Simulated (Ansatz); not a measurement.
KIO₃:
```xyz
10
Lattice="3.0972 1.7882 5.1646 -3.0972 1.7882 5.1646 0.0000 -3.5764 5.1646" Properties=species:S:1:pos:R:3 pbc="T T T"
K      0.0000     0.0000    11.6925
K      0.0000     0.0000     3.9456
I      0.0000     0.0000     0.0575
I      0.0000     0.0000     7.8044
O     -0.3137    -1.9896     6.0904
O     -1.5662     1.2665     6.0904
O      1.8799     0.7231     6.0904
O     -1.5310    -0.5217     8.6727
O      1.2173    -1.0650     8.6727
O      0.3137     1.5867     8.6727
```

x, y and z are the axes in which the lattice vectors are written.

Q: Give the high-frequency dielectric tensor and the Born effective charge tensors of the independent atoms from DFPT, plane-wave PAW PBEsol (Ansatz code).

A: 
ε∞:
```
4.13  0.00  0.00
0.00  4.13  0.00
0.00  0.00  3.52
```
Z* of atom 1 (K), rows: field, columns: displacement, in e:
```
 1.27   0.08   0.00
-0.08   1.27   0.00
 0.00   0.00   1.19
```
Z* of atom 3 (I), rows: field, columns: displacement, in e:
```
 4.45   0.36   0.00
-0.36   4.45   0.00
 0.00   0.00   3.22
```
Z* of atom 5 (O), rows: field, columns: displacement, in e:
```
-1.00   0.17   0.08
 0.32  -2.81  -1.31
 0.03  -0.64  -1.47
```

Static charges for comparison (Bader): K1 +0.86, I3 +2.53, O5 -1.13 e. Born charges measure polarisation by displacement and can exceed these by far.

Space group R3c. The first step of the workflow began from a Materials Project structure, measured or hypothetical; the Crystallography Open Database copy checked does not list it. COD files the formula under space group No. 1, 160. Its standing as an ambient phase is unchecked. Symmetry was held in the PBEsol relaxation; whether a distortion lowers the energy is not shown. Spin–orbit coupling is left out wherever it is not named.

Potentials: the later of the program's two PAW sets.
